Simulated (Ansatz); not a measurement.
Here is the system:

Relaxed C (diamond):

```xyz
4
Lattice="0.0000 3.5716 3.5716 1.7858 0.0000 1.7858 1.7858 1.7858 0.0000" Properties=species:S:1:pos:R:3 pbc="T T T"
C      1.7858     1.7858     1.7858
C      1.7858     3.5716     3.5716
C      2.6787     2.6787     2.6787
C      2.6787     4.4645     4.4645
```

Two-dimensional scan of atom 3 (C, nearest neighbour C at 1.547 Å; its periodic images, 2.5 Å or more away, move with it): u runs along (0.707, 0.707, 0.000), v along (0.000, 0.000, 1.000) (Cartesian). Cell and other atoms are fixed.

Level of theory: PBE (plane waves to 420 eV, PAW, scalar-relativistic; Ansatz, a quantum-chemistry and plane-wave program). k mesh 13×13×13 (Γ-centred), Fermi-Dirac smearing 0.05 eV. Energies are smeared free energies. Points where atoms come too close for the PAW data are left out (x in tables, blank in figures). As the smearing reaches across the gap at some points, energies and forces of such displacements shift with the k mesh and the smearing. C was relaxed with its symmetry unable to fall. ΔE is measured from the undisplaced structure. Axes are in Å.

The scan covers u from -0.390 to 0.390 Å in 7 points and v from -0.390 to 0.390 Å in 7 points.

Question: Is the undisplaced position a minimum, a maximum or a saddle of this map?

Answer: A minimum.

Question: What are the two principal curvatures of the energy at the centre?

Answer: 37.5 and 40.8 eV/Å².

(A displaced cell: forces are minus the slopes of the energy, force constants its curvatures, and phonons follow from these.)
